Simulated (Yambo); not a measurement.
Yambo input for AlBO$_{3}$ (space group R-3c, No. 167) (a = b = c = 5.3144 Å, α = β = γ = 50.16°), on norm-conserving LDA (Quantum ESPRESSO, 84 Ry, without SOC) wavefunctions on a 6×6×6 mesh:

```
optics
chi
dipoles
kernel
FFTGvecs= 40 Ry
Chimod= "HARTREE"
NGsBlkXd= 3 Ry
% QpntsRXd
 1 | 1 |
%
% BndsRnXd
 1 | 70 |
%
GrFnTpXd= "R"
% EnRngeXd
 0.0 | 20.0 | eV
%
% DmRngeXd
 0.2 | 0.2 | eV
%
CGrdSpXd= 50
ETStpsXd= 161
% LongDrXd
 0.0 | 0.0 | 1.0 |
%
```

First lines of the file o-*.eps_q1_inv_rpa_dyson:

```
Absorption @ Q(1):   0.00000000     0.00000000     1.00000000    [q->0 direction]
#
# [ X ] Hartree size     :   59
# [GEN] GF Energies     : Slater exchange(X)+Perdew & Wang(C)
# [GEN] Green`s Function     : Retarded
#
# [GEN] Gauge     : Length
# [GEN] [r,Vnl] included     : yes
#
#    E[1] [eV]     Im(eps)     Re(eps)     Im(eps_o)     Re(eps_o)
#
     0.000000     -0.88530E-09     2.959350     0.98866E-18     3.121956
     0.125000     0.690535E-3     2.959565     0.750632E-3     3.122190
     0.250000     0.001382     2.960212     0.001503     3.122893
     0.375000     0.002077     2.961291     0.002258     3.124066
     0.500000     0.002776     2.962804     0.003017     3.125711
     0.625000     0.003480     2.964756     0.003782     3.127832
     0.750000     0.004191     2.967148     0.004554     3.130432
     0.875000     0.004910     2.969987     0.005334     3.133516
     1.000000     0.005639     2.973277     0.006126     3.137091
     1.125000     0.006380     2.977026     0.006929     3.141163
     1.250000     0.007133     2.981240     0.007746     3.145740
     1.375000     0.007902     2.985929     0.008578     3.150831
     1.500000     0.008687     2.991103     0.009428     3.156448
     1.625000     0.009491     2.996772     0.010298     3.162600
     1.750000     0.010316     3.002949     0.011189     3.169301
     1.875000     0.011163     3.009647     0.012104     3.176565
     2.000000     0.012037     3.016881     0.013046     3.184408
     2.125000     0.012938     3.024668     0.014017     3.192847
     2.250000     0.013870     3.033027     0.015020     3.201902
     2.375000     0.014836     3.041977     0.016059     3.211592
     2.500000     0.015840     3.051540     0.017137     3.221942
     2.625000     0.016885     3.061741     0.018257     3.232976
     2.750000     0.017976     3.072608     0.019424     3.244722
     2.875000     0.019117     3.084168     0.020644     3.257212
     3.000000     0.020313     3.096456     0.021920     3.270478
     3.125000     0.021571     3.109507     0.023259     3.284558
     3.250000     0.022896     3.123361     0.024668     3.299492
     3.375000     0.024296     3.138062     0.026154     3.315326
     3.500000     0.025780     3.153659     0.027725     3.332110
     3.625000     0.027357     3.170206     0.029391     3.349900
     3.750000     0.029039     3.187765     0.031164     3.368758
     3.875000     0.030839     3.206404     0.033056     3.388752
     4.000000     0.032770     3.226199     0.035081     3.409962
```
(The file goes on to the top of the energy range.) Convergence of the RPA response with its 6×6×6 mesh was not tested.

Geometry of the Materials Project entry, not relaxed at this level.
